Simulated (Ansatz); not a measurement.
Phonons of ZrGeSe (space group P4/nmm) at Γ, X = (0.5, 0.0, 0.0), M = (0.5, 0.5, 0.0), Z = (0.0, 0.0, 0.5).

ZrGeSe (space group P4/nmm)

```xyz
6
Lattice="3.6556 0.0000 0.0000 0.0000 3.6556 0.0000 0.0000 0.0000 8.1954" Properties=species:S:1:pos:R:3 pbc="T T T"
Zr     0.0000     1.8278     6.0374
Zr     1.8278     0.0000     2.1580
Ge     0.0000     0.0000     0.0000
Ge     1.8278     1.8278     0.0000
Se     1.8278     0.0000     5.0809
Se     0.0000     1.8278     3.1145
```

Computed with LDA (plane waves to 420 eV, PAW, scalar-relativistic; Ansatz, an electronic-structure program). Harmonic phonons by density-functional perturbation theory on a 14×14×6 k mesh, in cm⁻¹ and rounded to 5; i marks imaginary ones, q is in fractions of the reciprocal vectors of the cell shown, and the three acoustic modes at Γ are left out. ZrGeSe is run without spin polarisation. ZrGeSe was relaxed with its symmetry unable to fall.

```csv
q,wavenumbers (cm⁻¹)
Γ,"110 (×2), 115 (×2), 165, 175, 180, 200 (×2), 210 (×2), 220, 235 (×2), 255"
"X = (0.5, 0.0, 0.0)","135 (×2), 145 (×2), 155 (×2), 170 (×2), 180 (×2), 200 (×2), 205 (×2), 225 (×2), 235 (×2)"
"M = (0.5, 0.5, 0.0)","110 (×2), 120 (×2), 155 (×2), 155 (×2), 175 (×2), 190 (×2), 225 (×2), 235 (×2), 255 (×2)"
"Z = (0.0, 0.0, 0.5)","60 (×2), 75 (×2), 90, 115, 135 (×2), 175, 180, 190 (×2), 225 (×2), 225 (×2), 230, 260"
```

The structure shows no imaginary mode at these points (lowest 60 cm⁻¹ at Z = (0.0, 0.0, 0.5)); other wave vectors were not tested.

Highest mode: 260 cm⁻¹ at Z = (0.0, 0.0, 0.5).
